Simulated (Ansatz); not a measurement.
Relaxed-ion elastic tensor of MgH₂ (rutile, P4_2/mnm) in GPa (Voigt order), the program Ansatz at the PBEsol level (PAW); density 1.45 g/cm³, 10.05 Å³ per atom.

```tsv
	1	2	3	4	5	6
1	68.5	40.5	30.8	0.0	0.0	0.0
2	40.5	68.5	30.8	0.0	0.0	0.0
3	30.8	30.8	131	0.0	0.0	0.0
4	0.0	0.0	0.0	36.3	0.0	0.0
5	0.0	0.0	0.0	0.0	36.3	0.0
6	0.0	0.0	0.0	0.0	0.0	52.5
```

Task: Is the crystal mechanically stable?

Result: Yes: the smallest eigenvalue of C is 27.9 GPa.

Task: Work out the Voigt, Reuss and Hill averages.

Result: K_V = 52.5, K_R = 50.0, K_H = 51.3; G_V = 36.1, G_R = 29.2, G_H = 32.7 GPa.

Task: Give Young's modulus, Poisson's ratio, Pugh's ratio and the universal anisotropy index.

Result: E = 9KG/(3K + G) = 80.8 GPa; ν = 0.24; K/G = 1.57 (brittle by the Pugh limit of 1.75); A_U = 5G_V/G_R + K_V/K_R − 6 = 1.23.

Task: Estimate the sound speeds and the Debye temperature.

Result: v_l = √((K + 4G/3)/ρ) = 8080 m/s, v_t = √(G/ρ) = 4750 m/s, mean 5260 m/s; Θ = (h/k)(3n/4πV)^(1/3) v_m = 726 K.

Task: Solve the Christoffel equation for the three sound speeds along x, y, z.

Result: Eigenvalues of C_ijkl n_j n_l equal ρv². In km/s, slowest first: x 5.00, 6.02, 6.87; y 5.00, 6.02, 6.87; z 5.00, 5.00, 9.52.

Task: How much does each axis shrink under pressure?

Result: Linear compressibilities β_i = Σ_j S_ij (j = 1 to 3): x 8.1, y 8.1, z 3.8 per TPa.

Symmetry was held in the PBEsol relaxation; phonons on a q-mesh show no instability.

Potentials: the later of the program's two PAW sets.
